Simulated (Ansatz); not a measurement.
The relaxation started from an entry of Materials Project.

The end point of a relaxation of KRb$_{2}$AsF$_{6}$. Space group Fm-3m (No. 225). Computed with r2SCAN (plane waves to 500 eV, PAW, scalar-relativistic; Ansatz, a program for electronic structure).

```cif
data_AsF6KRb2
_chemical_formula_sum 'K1 Rb2 As1 F6'
_space_group_name_H-M_alt 'P 1'
_space_group_IT_number 1
_cell_length_a 6.42296
_cell_length_b 6.42296
_cell_length_c 6.42296
_cell_angle_alpha 60.000
_cell_angle_beta 60.000
_cell_angle_gamma 60.000
loop_
_space_group_symop_operation_xyz
  'x, y, z'
loop_
_atom_site_label
_atom_site_type_symbol
_atom_site_fract_x
_atom_site_fract_y
_atom_site_fract_z
_atom_site_occupancy
K1 K 0.50000 0.50000 0.50000 1
Rb1 Rb 0.75000 0.75000 0.75000 1
Rb2 Rb 0.25000 0.25000 0.25000 1
As1 As 0.00000 0.00000 0.00000 1
F1 F 0.77449 0.22551 0.22551 1
F2 F 0.22551 0.77449 0.77449 1
F3 F 0.22551 0.77449 0.22551 1
F4 F 0.77449 0.22551 0.77449 1
F5 F 0.22551 0.22551 0.77449 1
F6 F 0.77449 0.77449 0.22551 1
```

```json
{
  "volume_per_atom": "18.74 Å³",
  "band_gap": "4.98 eV, direct (no spin-orbit coupling)",
  "shortest_distances": "As–F 2.05 Å; F–K 2.49 Å; F–F 2.90 Å; F–Rb 3.22 Å",
  "k-mesh": "6×6×6"
}
```

Band energies at high-symmetry points (eV from the VBM; labels of this space group; no spin-orbit coupling), from −5 eV up to 7.9 eV:

| point | energies |
|---|---|
| Γ | -4.05 -4.05 -4.05 -3.96 -3.96 -3.38 -3.38 -3.38 -3.29 -3.29 -3.29 -2.96 -2.96 -2.96 -0.45 5.12 5.39 5.39 5.39 6.93 6.93 |
| X | -4.32 -4.09 -3.97 -3.92 -3.92 -3.55 -3.48 -3.42 -3.42 -3.36 -3.36 -3.22 -3.22 -2.97 -0.22 5.43 5.76 5.76 7.23 7.36 7.52 7.69 |
| U | -4.23 -4.02 -4.01 -3.95 -3.84 -3.49 -3.48 -3.47 -3.43 -3.40 -3.36 -3.17 -3.16 -3.01 -0.13 5.50 5.53 5.70 7.27 7.34 7.69 7.88 |
| K | -4.23 -4.02 -4.01 -3.95 -3.84 -3.49 -3.48 -3.47 -3.43 -3.40 -3.36 -3.17 -3.16 -3.01 -0.13 5.50 5.53 5.70 7.27 7.34 7.69 7.88 |
| L | -4.14 -3.99 -3.99 -3.71 -3.71 -3.67 -3.54 -3.54 -3.33 -3.33 -3.29 -3.08 -3.08 -3.05 0.00 4.98 5.56 5.56 6.94 7.43 |
| W | -4.14 -4.14 -4.06 -3.92 -3.80 -3.47 -3.47 -3.44 -3.44 -3.41 -3.41 -3.22 -3.06 -3.06 -0.13 5.54 5.62 5.62 7.31 7.31 7.70 |

No spin polarisation in the result.

The run could not lose the symmetry of its start.
